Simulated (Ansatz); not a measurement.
**Levels of theory for SnOSe (Janus 1T monolayer)**

All numbers come from the PAW code Ansatz. (Calculated; non-magnetic; the phase may be known or hypothetical.)

The cell is SnOSe as a Janus 1T monolayer; cell and atoms were relaxed with r2SCAN. The sheet's in-plane cell has a = 3.517 Å, b = 3.517 Å (γ = 120.0°), and its outermost atoms lie 2.54 Å apart along the normal. Sn is surrounded by 3 O at 2.22 Å and 3 Se at 2.62 Å; O is surrounded by 3 Sn at 2.22 Å; Se is surrounded by 3 Sn at 2.62 Å.

```
Sn O Se
1.0
     3.51689    0.00000    0.00000
    -1.75844    3.04572    0.00000
     0.00000    0.00000   29.29934
Sn O Se
1 1 1
Cartesian
  0.0000 0.0000 9.2525
  0.0000 2.0305 10.1433
  1.7584 1.0152 7.6042
```
The sheet repeats along a and b alone.

On this one geometry the levels give:

| level | k mesh | gap (eV) | kind | edges | least direct gap (eV) |
| --- | --- | --- | --- | --- | --- |
| LDA | 12×12×1 | 0 | – | – | – |
| PBE | 12×12×1 | 0 | – | – | – |
| PBE+SOC | 12×12×1 | 0.12 | direct | Γ | 0.12 |
| r2SCAN | 12×12×1 | 0.15 | direct | Γ | 0.15 |
| HSE06 | 6×6×1 | 0.57 | direct | Γ | 0.57 |
| HSE06+SOC | 6×6×1 | 0.45 | direct | Γ | 0.45 |

All runs use a smearing of 0.02 eV.
Wave cutoffs: 420 eV, 500 eV (r2SCAN).

The HSE06 gap is direct at Γ: 0.57 eV. PBE+SOC gives a direct gap of 0.12 eV at Γ. Spin-orbit coupling changes the HSE06 gap by -0.12 eV, to 0.45 eV. With so small a gap spin-orbit coupling can invert the bands, which the size of the gap doesn't show: the edges may have crossed and parted again.

For gaps to 0.1 eV, spin-orbit coupling (up to 0.12 eV here) has to be included. The levels disagree on the kind of gap: direct with PBE+SOC, r2SCAN, HSE06, HSE06+SOC; zero gap with LDA, PBE.

Only the levels marked +SOC include spin-orbit coupling.

The meshes of the hybrids are coarse, so their gaps aren't converged to the digits shown.
